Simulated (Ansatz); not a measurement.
Geometry optimisation in Ansatz: input, command and trajectory.

```yaml
crystal:
  lattice:
    - [5.5332194494, 0.0, 0.0]
    - [0.0, 5.5332194494, 0.0]
    - [0.0, 0.0, 5.5332194494]
  atoms:
    - { symbol: Te, position: [0.0, 0.0, 0.0] }
    - { symbol: Te, position: [0.5, 0.5, 0.5] }
    - { symbol: S, position: [0.25, 0.25, 0.25] }
    - { symbol: S, position: [0.25, 0.75, 0.75] }
    - { symbol: S, position: [0.75, 0.75, 0.25] }
    - { symbol: S, position: [0.75, 0.25, 0.75] }
basis:
  ecutwfc: 420
kpoints:
  mp_grid: { grid: [4, 4, 4] }
hamiltonian:
  xc: pbe
scf:
  occupations: { method: gaussian, width: 0.1 }
  lower_state_search: "off"
output:
  forces: true
  stress: true
  eigenvalues: true
relax:
  adjacent_minimum: "off"
  f_tol: 0.04
  max_steps: 70
  cell: { stress_tol: 0.4 }
```

```bash
ansatz run input.yaml --threads 1 --pin off --max-ram 2560MiB --backend cpu --events-out ev --progress --plain --runs-dir out
```

Method: DFT PBE, scalar-relativistic, plane waves, PAW (Ansatz 0.2.0).

Of 3 frames 3 are shown, positions in Å and forces in eV/Å; the SCF threshold varies from step to step. Steps run on the plane waves of an earlier cell, with a Pulay correction in the pressure. The basis is chosen afresh for the last frame, the zero of the energies, and at times for earlier ones too; energy and pressure step there, also at an unchanged geometry.

```xyz
6
Lattice="5.5332 0.0000 0.0000 0.0000 5.5332 0.0000 0.0000 0.0000 5.5332" Properties=species:S:1:pos:R:3:forces:R:3 pbc="T T T" step=1 free_energy_over_end_meV_per_atom=80.99 pressure_GPa=7.62
Te    0.0000    0.0000    0.0000    0.0000    0.0000    0.0000
Te    2.7666    2.7666    2.7666    0.0000    0.0000    0.0000
S     1.3833    1.3833    1.3833    0.0000    0.0000    0.0000
S     1.3833    4.1499    4.1499    0.0000    0.0000    0.0000
S     4.1499    4.1499    1.3833    0.0000    0.0000    0.0000
S     4.1499    1.3833    4.1499    0.0000    0.0000    0.0000
6
Lattice="5.7922 0.0000 0.0000 0.0000 5.7922 0.0000 0.0000 0.0000 5.7922" Properties=species:S:1:pos:R:3:forces:R:3 pbc="T T T" step=2 free_energy_over_end_meV_per_atom=0.34 pressure_GPa=-0.39
Te    0.0000    0.0000    0.0000    0.0000    0.0000    0.0000
Te    2.8961    2.8961    2.8961    0.0000    0.0000    0.0000
S     1.4481    1.4481    1.4481    0.0000    0.0000    0.0000
S     1.4481    4.3442    4.3442    0.0000    0.0000    0.0000
S     4.3442    4.3442    1.4481    0.0000    0.0000    0.0000
S     4.3442    1.4481    4.3442    0.0000    0.0000    0.0000
6
Lattice="5.7922 0.0000 0.0000 0.0000 5.7922 0.0000 0.0000 0.0000 5.7922" Properties=species:S:1:pos:R:3:forces:R:3 pbc="T T T" step=3 free_energy_over_end_meV_per_atom=0.00 pressure_GPa=-0.39
Te    0.0000    0.0000    0.0000    0.0000    0.0000    0.0000
Te    2.8961    2.8961    2.8961    0.0000    0.0000    0.0000
S     1.4481    1.4481    1.4481    0.0000    0.0000    0.0000
S     1.4481    4.3442    4.3442    0.0000    0.0000    0.0000
S     4.3442    4.3442    1.4481    0.0000    0.0000    0.0000
S     4.3442    1.4481    4.3442    0.0000    0.0000    0.0000
```

The start puts this composition into another compound's structure type, which needn't suit it. At the end the space group is Pn-3m (tolerance 0.05 Å).

Time: 7 s on 1 thread of Intel(R) Xeon(R) 6975P-C (Granite Rapids) (shared host), peak memory 0.46 GiB.

The k mesh is coarse.